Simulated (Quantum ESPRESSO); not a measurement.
# Strain and stress in TaNb2O7F

Calculated results; nothing here was measured. They come from pw.x of Quantum ESPRESSO 7.5, a plane-wave density functional program, with PseudoDojo standard norm-conserving files (v0.5 for PBE, v0.4.1 for LDA and PBEsol). The cells are made up: elements, strain and atom displacements were drawn at random, and nothing was relaxed. There is no spin polarisation, spin-orbit coupling or dispersion term.

The cell has 12 sites of a fluorite lattice. Sites 1 to 4 hold Ta Nb empty Nb; sites 5 to 12 hold O O O O O F O O. Cell vectors in Å: (5.025, 0.000, 0.000); (0.000, 5.025, 0.000); (0.000, 0.000, 5.017). Settings: PBE, cutoff 1143 eV, 5 x 5 x 4 k mesh shifted by half a step, Fermi-Dirac smearing of 0.025 eV.

Each run adds the same strain along x and y to one cell, with the atoms carried along; the vectors above are those of run 4. Stress is positive in tension and P is minus a third of its trace. E is the free energy for each atom above the lowest run shown. The last column is band 45 less band 44 at Gamma, from a band step after each run.

```
run,strain (%),s_xx (GPa),s_yy (GPa),s_zz (GPa),s_xy (GPa),P (GPa),E (meV/atom),level step at Gamma (eV)
1,-2.49,2.46,3.37,12.99,0.62,-6.28,0.00,0.413
2,-1.88,6.10,7.02,13.82,0.67,-8.98,4.02,0.416
3,-1.54,8.02,8.96,14.24,0.69,-10.41,7.59,0.414
4,0.15,16.69,17.69,15.95,0.80,-16.78,38.69,0.384
6,1.40,22.20,23.23,16.84,0.87,-20.76,74.76,0.347
7,1.66,23.26,24.30,17.00,0.88,-21.52,83.55,0.338
5,1.00,?,?,?,?,?,?,?
```

A rerun of one of these cells at 1467 eV and k mesh 7 x 7 x 6 moved values by no more than 0.002 eV in the cell's energy, 0.08 GPa in stress and 0.005 eV/Å in force.

## Worked fit

A parabola through the six runs shown gives s_xx = 15.99 + 4.79 e - 0.255 e² GPa, with e in per cent and a scatter of 0.03 GPa. The slope is a stiffness of 479 ± 3 GPa for each unit of this strain at e = 0, the sum of the responses of s_xx to strain along x and along y. The atoms are clamped, and relaxing them would in general lower it. The error is the larger of the fit's own and the change that a cubic makes, rounded up.

## Withheld run

Question: what s_xx should run 5 give?

The fit gives 20.53 GPa. The calculation gave 20.52 GPa.

```
run  strain (%)  s_xx (GPa)  s_yy (GPa)  s_zz (GPa)  s_xy (GPa)  P (GPa)  E (meV/atom)  level step at Gamma (eV)
  5        1.00       20.52       21.54       16.59        0.85   -19.55         62.14                     0.360
```